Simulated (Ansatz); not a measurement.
An Ansatz (a quantum-chemistry and plane-wave program) run. Input:

Ansatz 0.2 input:
```yaml
crystal:
  lattice:
    - [-1.9927855935, 1.9927855935, 8.5875192646]
    - [1.9927855935, -1.9927855935, 8.5875192646]
    - [1.9927855935, 1.9927855935, -8.5875192646]
  atoms:
    - { symbol: Zr, position: [0.1187636522, 0.1187636522, 0.0] }
    - { symbol: Zr, position: [0.8812363478, 0.8812363478, 0.0] }
    - { symbol: Al, position: [0.0, 0.5, 0.5] }
    - { symbol: Al, position: [0.5, 0.0, 0.5] }
    - { symbol: Al, position: [0.25, 0.75, 0.5] }
    - { symbol: Al, position: [0.75, 0.25, 0.5] }
    - { symbol: Al, position: [0.3746294673, 0.3746294673, 0.0] }
    - { symbol: Al, position: [0.6253705327, 0.6253705327, 0.0] }
kpoints:
  mp_grid: { grid: [14, 14, 14] }
hamiltonian:
  xc: pbesol
  pseudopotentials: { azcp: { folder: ./paw }, kind: paw }
scf:
  occupations: { method: fermi_dirac, width: 0.1 }
phonons:
  method: dfpt
  response_accuracy: low
  eigenvectors: true
  rigid_motions: translations
```

Output (shortened):

```
zone centre: on kpoints.mp_grid the ground state, and the responses unless they are solved on pairs of k-points, stand on 428 of the mesh's 2744 k-points, …
Pseudopotentials: kind: paw
Pseudopotential: Zr, paw, valence charge 12
Pseudopotential: Al, paw, valence charge 3
Functional definition: PBEsol
Crystal: 8 atoms, lattice volume = 136.411 Å³
Basis set: ecut = 420 eV, 2657 PW (Γ), exchange–correlation on 128×128×128 points (8 copies of the dense FFT grid, shifted against one another)
Bands: 29, of which v1, the nominal top of the filled ones, is band 21 counted from 1 (20 counted from 0)
Symmetry: 16 space group operations
k-points: 428 of 2744 (irreducible under 4 space group operations, time reversal used)
PAW frozen core: Zr, regenerated for the run's functional, and the local potential with it
PAW frozen core: Al, regenerated for the run's functional, and the local potential with it
Initial density: superposition of atomic densities (chi_scale 0.1, normalization cell, long waves kept (reshape's long-wave potential 0.01 eV rms))
Initial wavefunctions: pseudopotential atomic-orbital guess
Eigensolver: davidson
Functional: x = pbesol(κ = 0.804, μ = 0.12345679012345678), c = pbesol(β = 0.046)
SCF iter   1: F=—  HF=-11409.513251 eV  |F-HF|=—  |Δ(HF+E_count)|=         —  Δρ=2.94e-2  dr2=2.48e0  ethr=3.10e-3  ⟨swp⟩=6.3  Hψ=61162  notcnv=0
all-band conjugate gradients solve this SCF's bands
preconditioner: auto → Kerker (q_TF=auto, 2.242 Å⁻¹)
SCF iter   2: F=—  HF=-11409.004377 eV  |F-HF|=—  |Δ(HF+E_count)|=   5.09e-1  Δρ=1.83e-2  dr2=8.48e-1  ethr=3.10e-3  ⟨swp⟩=1.1  Hψ=15881  notcnv=0
SCF iter   3: F=—  HF=-11408.661237 eV  |F-HF|=—  |Δ(HF+E_count)|=   3.43e-1  Δρ=3.15e-3  dr2=1.86e-2  ethr=2.02e-3  ⟨swp⟩=2.7  Hψ=20573  notcnv=0
SCF iter   4: F=—  HF=-11408.653748 eV  |F-HF|=—  |Δ(HF+E_count)|=   7.49e-3  Δρ=6.48e-4  dr2=6.62e-4  ethr=4.44e-5  ⟨swp⟩=2.1  Hψ=19140  notcnv=0
SCF iter   5: F=—  HF=-11408.653571 eV  |F-HF|=—  |Δ(HF+E_count)|=   1.77e-4  Δρ=8.60e-5  dr2=8.33e-6  ethr=1.58e-6  ⟨swp⟩=2.3  Hψ=19005  notcnv=0
SCF iter   6: F=—  HF=-11408.653570 eV  |F-HF|=—  |Δ(HF+E_count)|=   6.82e-7  Δρ=1.40e-5  dr2=1.98e-7  ethr=1.98e-8  ⟨swp⟩=2.2  Hψ=21185  notcnv=0
SCF iter   7: F=—  HF=-11408.653607 eV  |F-HF|=—  |Δ(HF+E_count)|=   3.71e-5  Δρ=2.37e-6  dr2=1.00e-8  ethr=4.72e-10  ⟨swp⟩=2.6  Hψ=21772  notcnv=0
SCF iter   8: F=—  HF=-11408.653607 eV  |F-HF|=—  |Δ(HF+E_count)|=   1.06e-9  Δρ=3.65e-7  dr2=2.20e-10  ethr=2.39e-11  ⟨swp⟩=2.5  Hψ=17379  notcnv=0
SCF iter  10: F=-11408.653607 eV  HF=-11408.653607 eV  |F-HF|=3.64e-12  |Δ(HF+E_count)|=  1.82e-12  Δρ=1.23e-8  dr2=1.32e-13  ethr=1.00e-12  ⟨swp⟩=4.6  Hψ=42492  notcnv=0
SCF 1 converged in 10 iterations: F = -11408.653607 eV  dr2 = 1.32e-13
DFPT response loops at Γ: preconditioner auto → Kerker (q_TF=auto, 2.242 Å⁻¹) (partly filled bands, converged f_vac=0.000) …
SCF converged after 10 iterations
Free energy (F): -11408.653607 eV
Harris-Foulkes:  -11408.653607 eV  (|F-HF|=3.64e-12)
Internal energy: -11408.583276 eV  (E = F + TS)
E sigma→0 (E₀):  -11408.618442 eV
Entropy (-TS):   -0.070331 eV (-8.791 meV/atom)
Fermi energy:    10.427297 eV
--- Per-component energies (eV) ---
  E_band       = -170.844174
  E_kinetic    = 775.620423
  E_local      = -1685.959328  (includes V_loc(G=0)·N_el)
  E_nonlocal   = 215.560129
  E_hartree    = 641.471897
  E_xc         = -535.594827
  E_vxc        = -545.928091  (∫ρ·V_xc dr)
  E_paw        = -8561.560492  (= ΣΔE_a)
  E_vpaw       = -213.081031  (= ΣTr[D̂ρ^β])
  E_aug_tail   = -0.000066  (compensation charges beyond the density's cutoff)
  E_ewald      = -2258.567288
  E_core_change = 0.446276  (= ΣΔE_core)
  E_smearing   = -0.070331  (= −TS)
  E_closure    = 0.000000  (closes the sum)
  Σ components = -11408.653607   (vs F -11408.653607, Δ=0.00e0)
  [band-id]    e_kinetic+e_local+e_nonlocal+2·e_hartree+e_vxc+e_vpaw+e_augmentation_tail = -170.844172   (vs E_band -170.844174, Δ=2.48e-6)
--- Band table (eV; the first three rows and the last of 428) ---
  k-point 0: bands = ["-37.9305", "-37.9291", "-16.1162", "-16.0840", "-16.0840", "-16.0817", "-16.0817", "-16.0731", "0.4211", "2.2498", "2.8829", "6.9031", "7.6414", "7.8273", "8.0923", "8.5638", "8.5638", "8.9042", "8.9042", "10.5568", "11.2251", "11.3884", "11.3884", "11.5019", "11.6150", "11.6150", "11.7849", "12.6209", "12.9830"]
  k-point 1: bands = ["-37.9302", "-37.9288", "-16.1149", "-16.0883", "-16.0876", "-16.0858", "-16.0853", "-16.0724", "0.5273", "2.3203", "2.9956", "6.9379", "7.3306", "7.5632", "7.8913", "8.3888", "8.7303", "8.8113", "8.9707", "10.4927", "10.7705", "10.8615", "11.3658", "11.6020", "11.6594", "12.1585", "12.3676", "13.0001", "13.3357"]
  k-point 2: bands = ["-37.9293", "-37.9279", "-16.1115", "-16.1001", "-16.0978", "-16.0969", "-16.0952", "-16.0705", "0.8406", "2.5322", "3.3202", "6.7897", "6.8904", "7.0462", "7.4491", "8.1421", "8.5216", "8.8074", "8.9415", "9.7325", "10.2671", "11.3470", "11.5720", "11.7057", "11.8229", "12.4806", "13.0743", "13.7123", "13.8553"]
  k-point 427: bands = ["-37.9305", "-37.9292", "-16.1108", "-16.0844", "-16.0844", "-16.0812", "-16.0812", "-16.0786", "0.9011", "1.0496", "4.8343", "4.8840", "7.4037", "8.1877", "8.3921", "8.3921", "9.0114", "9.1865", "9.1865", "10.6929", "11.0162", "11.0162", "11.3103", "11.4048", "11.5141", "11.9089", "11.9089", "11.9771", "13.1476"]
  band table: 29 of 29 bands, residual norms ≤ 1.0e-3 eV
--- Phonons (Γ-DFPT): 9 representative perturbations + reference, on 428 of 2744 k-points (Σ response iterations 27) ---
  k mesh reduced under 4 symmetry operations, with k and −k counted as one. Each operation leaves every solved displacement unchanged or reverses it
  ASR residual: 4.599e-4 → 0.000e0 eV/Å²; symmetrization residual: 3.623e-5 eV/Å²
  ASR residual per site (eV/Å²): 4.60e-4 4.60e-4 3.46e-5 3.46e-5 2.42e-5 2.42e-5 3.09e-5 3.09e-5
  Γ frequencies (cm⁻¹): 0.00 0.00 0.00 141.83 141.83 170.74 170.74 176.00 195.46 201.48 223.19 223.19 247.06 270.95 280.66 280.66 289.98 309.73 309.73 323.12 324.18 324.18 337.91 337.91
  non-analytic LO–TO correction: not included (Born effective charges unavailable; polar crystals: no LO–TO splitting at Γ)
```

Cost: very roughly 50 core-minutes on shared cores.

Space group I4/mmm. The first step of the workflow began from a Materials Project structure, measured or hypothetical; the Crystallography Open Database files this formula in space group No. 139, but the cells were not matched. Its standing as an ambient phase is unchecked. Symmetry was held in the PBEsol relaxation; its stability against distortions is not shown here. The run is not spin-polarised. As this level gives no gap, phonon frequencies hold no LO–TO term and depend on the k-mesh and smearing (Fermi–Dirac, 0.1 eV here). Axis ratios of metals converge slowly with the k-mesh, so a and c are less sure than the volume. Scalar-relativistic: spin–orbit coupling is off unless named, which matters more the heavier the elements.

Potentials: the earlier of the program's two PAW sets. The files were generated under PBE; for other functionals the program regenerates the frozen cores, and for LDA and PBEsol the local potential too.

Ansatz is a plane-wave DFT program.
